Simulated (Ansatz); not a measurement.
Q: Each is relaxed and computed with r²SCAN in the plane-wave PAW code Ansatz. Which is the only metal?
A) SiO2, Cmce (Si on 4a, O on 8f)
B) ZnCu2SiTe4, I-42m (Zn on 2a, Si on 2b, Cu on 4d, Te on 8i)
C) Fe11Si5, Pm-3m (Pearson symbol cP16)
D) Cs3FeF6, Fm-3m (Cs on 8c, Cs on 4b, Fe on 4a, F on 24e)

A: C, Fe11Si5, Pm-3m (Pearson symbol cP16). Fe11Si5: metal; Cs3FeF6: gap 2.72 eV (indirect); SiO2: gap 7.32 eV (indirect); ZnCu2SiTe4: gap 0.50 eV (indirect). Spin orders computed, not proven ground states: Fe11Si5, Pm-3m (Pearson symbol cP16) ferromagnetic; Cs3FeF6, Fm-3m (Cs on 8c, Cs on 4b, Fe on 4a, F on 24e) ferromagnetic. Built on a structure type that need not be the filed one of that space group: SiO2, Cmce (Si on 4a, O on 8f). Not the usual ambient phase: SiO2, Cmce (Si on 4a, O on 8f). Standing as an ambient phase not checked: Fe11Si5, Pm-3m (Pearson symbol cP16); Cs3FeF6, Fm-3m (Cs on 8c, Cs on 4b, Fe on 4a, F on 24e); ZnCu2SiTe4, I-42m (Zn on 2a, Si on 2b, Cu on 4d, Te on 8i). Unstable at this level: SiO2, Cmce (Si on 4a, O on 8f). All cells were relaxed under the symmetry of their starts (and spin orders); stability against distortions was not tested throughout. Rows with no word on spin ran without spin polarisation. No Hubbard U is applied. Scalar-relativistic: spin–orbit coupling is off unless named, which matters more the heavier the elements.

Potentials: the later of the program's two PAW sets.
